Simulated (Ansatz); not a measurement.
ZrPbO3:
```cif
data_O6Pb2Zr2
_chemical_formula_sum 'Pb2 Zr2 O6'
_space_group_name_H-M_alt 'P 1'
_space_group_IT_number 1
_cell_length_a 5.92929
_cell_length_b 5.92929
_cell_length_c 5.92929
_cell_angle_alpha 59.487
_cell_angle_beta 59.487
_cell_angle_gamma 59.487
loop_
_space_group_symop_operation_xyz
  'x, y, z'
loop_
_atom_site_label
_atom_site_type_symbol
_atom_site_fract_x
_atom_site_fract_y
_atom_site_fract_z
_atom_site_occupancy
Pb1 Pb 0.28919 0.28919 0.28919 1
Pb2 Pb 0.78919 0.78919 0.78919 1
Zr1 Zr 0.01541 0.01541 0.01541 1
Zr2 Zr 0.51541 0.51541 0.51541 1
O1 O 0.29282 0.73224 0.22063 1
O2 O 0.22063 0.29282 0.73224 1
O3 O 0.73224 0.22063 0.29282 1
O4 O 0.23224 0.79282 0.72063 1
O5 O 0.72063 0.23224 0.79282 1
O6 O 0.79282 0.72063 0.23224 1
```

Relaxed with r²SCAN.

Q: Which orbitals make up the states near the band edges in r²SCAN (plane waves, PAW; program Ansatz)?

A: Top 1 eV of the valence band: O 2p 84 %, Pb 6s 10 %. Bottom 1 eV of the conduction band: Zr 4d 44 %, Pb 6p 39 %, O 2p 8 %, O 2s 5 %. Projections are on Löwdin-orthogonalised atomic valence shells; empty p or d shells of many metals are not among them.

Q: Tabulate the density of states.

A: States/eV per cell of 10 atoms, in 0.25 eV bins, energy from the valence-band maximum.

```tsv
E (eV)	total	O 2p	Zr 4d	Pb 6p
-7.40	0.00	0.00	0.00	0.00
-7.15	4.46	1.16	0.47	0.04
-6.90	8.10	2.04	0.55	0.06
-6.65	2.10	0.48	0.07	0.01
-6.40	0.92	0.18	0.02	0.00
-6.15	0.39	0.06	0.00	0.00
-5.90	0.03	0.00	0.00	0.00
-5.65	0.00	0.00	0.00	0.00
-5.40	0.00	0.00	0.00	0.00
-5.15	0.00	0.00	0.00	0.00
-4.90	0.00	0.00	0.00	0.00
-4.65	0.15	0.09	0.04	0.02
-4.40	1.79	1.10	0.40	0.26
-4.15	6.20	4.15	1.27	0.50
-3.90	10.32	7.09	2.16	0.57
-3.65	7.23	5.10	1.26	0.47
-3.40	7.33	5.26	1.11	0.57
-3.15	7.72	5.67	1.00	0.62
-2.90	11.12	8.41	1.22	0.88
-2.65	7.30	5.60	0.69	0.50
-2.40	6.66	5.19	0.62	0.38
-2.15	8.24	6.60	0.66	0.36
-1.90	7.37	6.26	0.51	0.22
-1.65	9.59	8.24	0.53	0.31
-1.40	12.95	11.38	0.60	0.31
-1.15	14.72	13.21	0.43	0.29
-0.90	9.32	8.17	0.22	0.19
-0.65	7.10	6.04	0.13	0.19
-0.40	7.05	5.60	0.16	0.20
-0.15	1.86	1.37	0.03	0.07
0.10	0.00	0.00	0.00	0.00
0.35	0.00	0.00	0.00	0.00
0.60	0.00	0.00	0.00	0.00
0.85	0.00	0.00	0.00	0.00
1.10	0.00	0.00	0.00	0.00
1.35	0.00	0.00	0.00	0.00
1.60	0.00	0.00	0.00	0.00
1.85	0.00	0.00	0.00	0.00
2.10	0.00	0.00	0.00	0.00
2.35	0.00	0.00	0.00	0.00
2.60	0.00	0.00	0.00	0.00
2.85	0.00	0.00	0.00	0.00
3.10	0.00	0.00	0.00	0.00
3.35	0.00	0.00	0.00	0.00
3.60	0.11	0.01	0.01	0.07
3.85	0.57	0.05	0.05	0.37
4.10	1.60	0.14	0.30	0.93
4.35	6.69	0.52	3.36	2.27
4.60	6.79	0.71	3.63	1.98
4.85	6.23	0.77	3.52	1.56
5.10	8.41	1.10	4.80	2.09
5.35	9.35	1.43	4.69	2.76
5.60	9.17	1.45	4.22	2.99
5.85	7.85	1.35	3.74	2.34
6.10	5.74	0.95	2.64	1.85
6.35	7.60	1.28	2.98	2.92
6.60	6.17	1.14	1.85	2.77
6.85	6.76	1.16	1.41	3.75
7.10	8.95	1.37	1.86	5.03
7.35	3.64	0.40	0.54	2.43
7.60	0.35	0.05	0.02	0.25
7.85	1.08	0.10	0.74	0.05
8.10	2.27	0.24	1.57	0.09
8.35	3.81	0.43	2.62	0.12
```

Space group R3c. The start of the workflow was typed in or built on a structure type; neither database checked (COD, Materials Project) lists it. COD files the formula under space group No. 38, 55. Its standing as an ambient phase is unchecked. The cell was relaxed with r²SCAN under the symmetry of its start; its stability against distortions is not shown here. No spin polarisation was allowed. Scalar-relativistic: spin–orbit coupling is off unless named, which matters more the heavier the elements.

Potentials: the earlier of the program's two PAW sets. The files were generated under PBE; for other functionals the program regenerates the frozen cores, and for LDA and PBEsol the local potential too.
